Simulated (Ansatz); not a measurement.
Magnetic states of nickel, hcp

These are results of DFT, BLYP, plane waves (420 eV) with PAW, scalar-relativistic (Ansatz 0.2.0), not measurements. (PAW data from PBE, frozen cores regenerated.)

Each start was relaxed and then solved on a dense mesh, with Fermi-Dirac smearing of 0.05 eV (0.1 eV in a metal without spin) extrapolated to zero. Rows within 2 meV/atom of each other tie.

Where does each start end, and how do the energies compare? Starts: non-magnetic; antiferromagnetic (alternate layers); ferromagnetic.


```
                               start                                 ends  ΔE (meV/atom)  V (Å³/atom)
                       ferromagnetic  ferromagnetic, net 0.62 μB per atom            0.0        11.48
antiferromagnetic (alternate layers)  ferromagnetic, net 0.62 μB per atom            0.0        11.48
                        non-magnetic                    spin not included           46.3        11.45
```
